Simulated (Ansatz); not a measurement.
**Bi₃BTeO₉: field gradients at two levels of theory**

Cell: a refined structure from the COD, its atoms then relaxed with PBE in this cell.

Space group P6_3 (No. 173); a = 8.7510, c = 5.8981 Å, γ = 120.00°.

```
site  Wyckoff  site symmetry       x       y       z
   B       2a            3..  0.0000  0.0000  0.4249
  Bi       6c              1  0.2935  0.3491  0.1119
  Te       2b            3..  0.6667  0.3333  0.0813
 O11       6c              1  0.4586  0.2466  0.2717
 O17       6c              1  0.5381  0.4147  0.8884
 O23       6c              1  0.1047  0.1812  0.4319
```

One atom of each set is listed.

First run. Level of theory: DFT, PBE, plane waves and PAW, scalar-relativistic, 420 eV cutoff, Γ-centred 3×3×4 k-points, Fermi–Dirac smearing 0.02 eV (Ansatz 0.2.0).

| site | V_zz (10²¹ V/m²) | η |
| --- | --- | --- |
| B | 2.51 | 0.00 |
| Bi | -23.6 | 0.42 |
| Te | 1.39 | 0.00 |
| O11 | 10.28 | 0.85 |
| O17 | 9.23 | 0.79 |
| O23 | -5.48 | 0.30 |

Second run. The same atoms and settings, except that spin–orbit coupling is included (fully relativistic PAW files).

Task: Given the first result, estimate the second.

Result: 

```tsv
site	V_zz	η	change of V_zz
B	2.50	0.00	-0.01
Bi	-24.7	0.39	-1.05
Te	1.47	0.00	+0.08
O11	10.21	0.93	-0.07
O17	9.17	0.88	-0.06
O23	-5.56	0.24	-0.08
```

The largest change of V_zz is on Bi, from -23.6 to -24.7. In per cent, |V_zz| changes by 0 on B, +4 on Bi, +6 on Te, -1 to +2 on O (all sites that start above 0.5).
